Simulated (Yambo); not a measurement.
Yambo run on BP (wurtzite, space group P6_3mc, No. 186) under isotropic strain of -1.5 % on all lattice vectors. The wavefunctions come from this Quantum ESPRESSO step (PBEsol, PseudoDojo standard norm-conserving files, scalar-relativistic):

```
&CONTROL
  calculation = 'nscf'
  pseudo_dir = './pseudo'
  outdir = './out'
/
&SYSTEM
  ibrav = 0
  nat = 4
  ntyp = 2
  ecutwfc = 76.0
  ecutrho = 304.0
  occupations = 'fixed'
  force_symmorphic = .true.
  nbnd = 85
/
&ELECTRONS
  conv_thr = 4e-09
  diago_full_acc = .true.
  diago_thr_init = 1e-08
/
ATOMIC_SPECIES
B 10.8100 B.upf
P 30.9738 P.upf
CELL_PARAMETERS angstrom
  3.132212048850   0.000000000000   0.000000000000
 -1.566106024425   2.712575204344   0.000000000000
  0.000000000000   0.000000000000   5.195028300512
ATOMIC_POSITIONS crystal
B   0.666666667000   0.333333333000   0.500539226800
B   0.333333333667   0.666666666333   0.000539226800
P   0.666666667000   0.333333333000   0.874460773200
P   0.333333333667   0.666666666333   0.374460773200
K_POINTS automatic
6 6 4 0 0 0
```

Yambo input:

```
rim_cut
gw0
dyson
el_el_corr
HF_and_locXC
ppa
em1d
RandQpts= 1000000
RandGvec= 1 Ry
EXXRLvcs= 76 Ry
VXCRLvcs= 304 Ry
Chimod= "HARTREE"
% BndsRnXp
 1 | 84 |
%
NGsBlkXp= 8 Ry
% LongDrXp
 1.0 | 1.0 | 1.0 |
%
PPAPntXp= 27.2114 eV
% GbndRnge
 1 | 84 |
%
GTermKind= "BG"
DysSolver= "n"
ExtendOut
% QPkrange
 1 | 1 | 8 | 9 |
 3 | 3 | 8 | 9 |
 19 | 19 | 8 | 9 |
%
```

k points by index: 1 = Γ, 3 = A, 19 = K.

The o-*.qp file then holds:

```
#    K-point    Band    Eo [eV]    E [eV]    E-Eo [eV]    Vxc [eV]    Vnlxc [eV]    Sc|Eo [eV]    Sc|E [eV]    dSc/dw|Eo [eV]    Re(Z)    Im(Z)
#
    1    8    0.000000    -0.501759    -0.501759    -13.49625    -15.13625    1.012301    1.138243    -6.829393    0.799374    -0.001149
    1    9    2.701316    3.003545    0.302229    -11.97289    -7.325509    -4.270470    -4.345148    -6.721582    0.801914    -0.001179
    3    8    -1.367513    -1.949286    -0.581773    -13.20090    -15.39698    1.464968    1.614301    -6.984008    0.795760    -0.001187
    3    9    3.835169    4.169131    0.333962    -12.31985    -7.190054    -4.711461    -4.795839    -6.874100    0.798327    -0.598776E-3
    19    8    -5.135104    -5.837228    -0.702125    -12.25676    -15.85931    2.704644    2.900427    -7.591306    0.781812    0.007054
    19    9    0.622627    0.880927    0.258300    -10.41710    -6.217448    -3.883719    -3.941352    -6.069595    0.817624    -0.001094
```
(The two width columns are left out.) Convergence of these settings isn't established.

Geometry strained from the cell relaxed with PBEsol, atoms relaxed again.

This is not the ordinary phase of the substance; no match was found in the copy of COD used, and its stability was not checked.
